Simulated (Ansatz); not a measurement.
A geometry of Nb away from equilibrium: step 2 of the relaxation of a relaxed Nb cell, doubled along one cell vector, shaken by Gaussian noise of σ = 0.08 Å a coordinate. The numbers are results of r2SCAN (plane waves to 500 eV, PAW, scalar-relativistic; Ansatz, an electronic-structure program), not measurements. Γ-centred k-mesh 13×7×3 on the run's cell (coarser than for final values), Fermi–Dirac smearing 0.05 eV.

```yaml
crystal:
  lattice:
    - [2.85856, 0.00232, -0.00058]
    - [-2.85454, 4.96450, -0.01230]
    - [-0.00213, -0.02735, 10.49935]
  atoms:
    - { symbol: Nb, position: [0.03986, 0.01289, 0.00033] }
    - { symbol: Nb, position: [0.00533, 0.50531, 0.00028] }
    - { symbol: Nb, position: [0.95651, 0.99916, 0.50217] }
    - { symbol: Nb, position: [0.98869, 0.49818, 0.50326] }
    - { symbol: Nb, position: [0.29280, 0.32320, 0.24948] }
    - { symbol: Nb, position: [0.32152, 0.82327, 0.25054] }
    - { symbol: Nb, position: [0.64460, 0.18421, 0.74748] }
    - { symbol: Nb, position: [0.68632, 0.67936, 0.74015] }
```

**Question.** Predict the force on each atom, in eV/Å.

**Answer.** 
```json
[
 {"atom": "Nb1", "Fx": "0.01", "Fy": "-0.27", "Fz": "-0.24"},
 {"atom": "Nb2", "Fx": "0.19", "Fy": "0.34", "Fz": "-0.36"},
 {"atom": "Nb3", "Fx": "-0.01", "Fy": "-0.04", "Fz": "-0.50"},
 {"atom": "Nb4", "Fx": "-0.09", "Fy": "-0.09", "Fz": "-0.82"},
 {"atom": "Nb5", "Fx": "-0.03", "Fy": "-0.08", "Fz": "0.18"},
 {"atom": "Nb6", "Fx": "-0.06", "Fy": "-0.12", "Fz": "0.07"},
 {"atom": "Nb7", "Fx": "-0.02", "Fy": "-0.07", "Fz": "0.55"},
 {"atom": "Nb8", "Fx": "0.01", "Fy": "0.32", "Fz": "1.12"}
]
```

**Question.** What is the pressure?

**Answer.** -0.3 GPa, compression positive.

**Question.** How far above the relaxed end point is this geometry?

**Answer.** 0.31 eV/atom; the path ends in R-3m (No. 166) at a tolerance of 0.01 Å, Im-3m (No. 229) at 0.1 Å.

No spin polarisation in the result.

The end of the path is a generated cell of Nb: the first start was made by placing the elements on the sites of a structure type, and the end was not matched to a known phase here, so it may be hypothetical. Known forms of Nb include space group No. 229.
